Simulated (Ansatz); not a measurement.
InAg₂ (cubic Laves (MgCu2 type), Fd-3m), r²SCAN in the plane-wave PAW code Ansatz, all energies at zero smearing, with the estimated change up to a 700 eV cutoff added, with one set of potentials and settings (totals compare only within such a set). Cell of 6 atoms (4 Ag, 2 In): -41639.567 eV.

| element | reference phase | E (eV/atom) |
|---|---|---|
| Ag | R-3m, 3 atoms in the cell | -7604.0048 |
| In | I4/mmm, 1 atoms in the cell | -5611.8812 |

Formation energy per atom, worked out: (-41639.567 − 4×(-7604.0048) − 2×(-5611.8812))/6 = 0.036 eV/atom (3 kJ per mol of atoms), at 0 K, without zero-point energy or fitted corrections.

The cell is a constructed one: a structure type filled with these elements; neither database checked (COD, Materials Project) lists it. Its standing as an ambient phase is unchecked. Symmetry was held in the r²SCAN relaxation; whether a distortion lowers the energy is not shown. The run is not spin-polarised. The references are the lowest solids computed at this level, not always the standard phases.

Potentials: the earlier of the program's two PAW sets.
